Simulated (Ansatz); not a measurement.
## Structure optimisation: iron, simple cubic

Theory: Ansatz, DFT, LDA (PW92), plane waves (420 eV) with PAW, scalar-relativistic. The PAW files were generated under PBE, with cores re-solved for the functional.

k-point mesh 13×13×13, Fermi-Dirac smearing 0.05 eV, starting moments 2.50 μB. Cell and atoms relax.

Starting structure:

```yaml
crystal:
  lattice:
    - [2.33426, 0.00000, 0.00000]
    - [0.00000, 2.33426, 0.00000]
    - [0.00000, 0.00000, 2.33426]
  atoms:
    - { symbol: Fe, position: [0.00000, 0.00000, 0.00000] }
```

Problem. What cell does the relaxation end in?

Solution. Pm-3m (spin ignored) with a = 2.280 Å; 11.85 Å³ per atom against 12.72 at the start (-6.8 %).

Problem. How much energy does the relaxation gain?

Solution. 22.0 meV per atom.

Problem. Which magnetic state does it end in?

Solution. ferromagnetic, net 2.07 μB per atom; moments 2.01 μB.
